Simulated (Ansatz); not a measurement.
Consider the following.

ReW:
```xyz
2
Lattice="3.1306 0.0000 0.0000 0.0000 3.1306 0.0000 0.0000 0.0000 3.1306" Properties=species:S:1:pos:R:3 pbc="T T T"
W      0.0000     0.0000     0.0000
Re     1.5653     1.5653     1.5653
```

This is the r²SCAN-relaxed structure.

### Question
All from r²SCAN (plane waves, PAW; program Ansatz), unless another level is named. Give the Poisson's ratio.

### Answer
0.31.

### Question
Give the elastic constants (relaxed ions, GPa).

### Answer
C11 = 517, C12 = 269, C44 = 182.

Space group Pm-3m (CsCl type). The cell is a constructed one: a structure type filled with these elements; neither database checked (COD, Materials Project) lists it. Whether it is the stable phase at ambient conditions was not checked. The cell was relaxed with r²SCAN under the symmetry of its start; whether a distortion lowers the energy is not shown. The run is not spin-polarised. As this level gives no gap, shear constants depend on the k-mesh and smearing (Fermi–Dirac, 0.1 eV here). Spin–orbit coupling is left out wherever it is not named.

Potentials: the later of the program's two PAW sets.
